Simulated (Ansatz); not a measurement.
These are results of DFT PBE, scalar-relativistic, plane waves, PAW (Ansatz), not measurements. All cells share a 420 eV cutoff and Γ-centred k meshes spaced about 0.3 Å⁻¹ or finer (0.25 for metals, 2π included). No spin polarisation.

Relaxed structures of HfSi₃O₂, with energies over the first row. Coordination counts O atoms around Hf and Si (those within 1.25 times the shortest such distance or 1.15 times the sum of covalent radii; the shortest distance is added where it is long for a bond; a slash parts the counts of unlike sites).

```tsv
#	form	sites	V (Å³/atom)	coordination	ΔE (meV/atom)
1	Cmcm	Hf 4c; Si 4c, 4c, 4c; O 4c, 4c	14.4	Hf 4, Si 1/2 from 3.2 Å	0
2	P-3m1	Hf 1a; Si 2d, 1b; O 2d	14.6	Hf 6, Si 1/6 from 3.7 Å	224
```

A further structure, relaxed alike:

```yaml
crystal:
  lattice:
    - [5.31651, -2.01173, 0.00000]
    - [5.31651, 2.01173, 0.00000]
    - [-4.48269, 0.00000, 5.45320]
  atoms:
    - { symbol: Hf, position: [0.40851, 0.40851, 0.60625] }
    - { symbol: Si, position: [0.36928, 0.36928, 0.17915] }
    - { symbol: Si, position: [0.08969, 0.08969, 0.95528] }
    - { symbol: Si, position: [0.99098, 0.99098, 0.17968] }
    - { symbol: O, position: [0.96032, 0.96032, 0.62472] }
    - { symbol: O, position: [0.18121, 0.18121, 0.45493] }
```

Question: Where does it fall in the ranking, and at what energy?

Answer: It falls between rows 1 and 2, 122 meV/atom above row 1, with space group Cm (No. 8) and 19.4 Å³/atom. The shortest distance is 1.70 Å (Si–O) in this cell and 1.75 Å (Si–O) in row 1. This cell holds Si–Si nets (shortest 2.32 Å); in row 1 the shortest Si–Si distance is 2.64 Å, near bonding range too. Hf is surrounded by 1 O at 1.92 Å, 2 O at 2.07 Å and 3 Si at 2.77–2.79 Å; Si on its first site is surrounded by 3 Si at 2.32–2.39 Å and 1 Hf at 2.77 Å; Si on its second site is surrounded by 1 O at 1.81 Å, 2 Si at 2.32–2.39 Å and 2 Hf at 2.79 Å; O on its first site has 1 Si at 1.81 Å and 2 Hf at 2.07 Å; 2 more sites not described.

Weakly bound directions are ill-defined at this level, which has no dispersion term (Cmcm), and this can change margins and order among such cells. These runs have no spin–orbit coupling, which can matter for Hf. With atoms moved at random, row 1 (by 29 meV/atom) fell into a lower structure. Row 2 and the further cell had no clear such test and can be saddle points.
